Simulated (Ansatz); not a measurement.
SiC (wurtzite)

```
SiC
1.0
    3.07530     0.00000     0.00000
   -1.53765     2.66329     0.00000
    0.00000     0.00000     5.04821
Si C
2 2
Direct
  0.66667   0.33333   0.00050
  0.33333   0.66667   0.50050
  0.66667   0.33333   0.62470
  0.33333   0.66667   0.12470
```

The slice is a (-1 1 0 2) plane (indices of the conventional cell) through the point (0.333, 0.667, 0.500) (fractional), spanned by u = [110] and v = [1 -1 1] in vectors of this cell: u (3.08 Å) and v (7.34 Å, at 90° to u). It covers one period; positions are fractions (u, v).

These are r2SCAN (plane waves to 500 eV, PAW, scalar-relativistic; Ansatz, a first-principles code) values and carry that method's errors. k mesh 12×12×7. These are valence fields of a PAW run, semicore shells included where kept as valence: close to a nucleus they are smooth pseudo fields. SiC was relaxed with its symmetry unable to fall.

Task: Predict the map of the electron localisation function (ELF) on the slice.

Result: 
```tsv
v \ u	0.00	0.10	0.20	0.30	0.40	0.50	0.60	0.70	0.80	0.90
0.88	0.48	0.42	0.32	0.24	0.20	0.19	0.20	0.24	0.32	0.42
0.75	0.09	0.08	0.07	0.10	0.17	0.21	0.17	0.10	0.07	0.08
0.62	0.05	0.14	0.46	0.72	0.84	0.86	0.84	0.72	0.46	0.14
0.50	0.30	0.56	0.80	0.82	0.74	0.65	0.74	0.82	0.80	0.56
0.38	0.76	0.67	0.47	0.30	0.19	0.15	0.19	0.30	0.47	0.67
0.25	0.83	0.79	0.66	0.40	0.11	0.04	0.11	0.40	0.66	0.79
0.12	0.87	0.80	0.54	0.23	0.09	0.06	0.09	0.23	0.54	0.80
0.00	x	x	0.45	0.75	0.71	0.65	0.71	0.75	0.45	x
```

Values: electron localisation function (ELF). Points within 0.4 Å of a nucleus are blanked (x), as the pseudised field means little there.
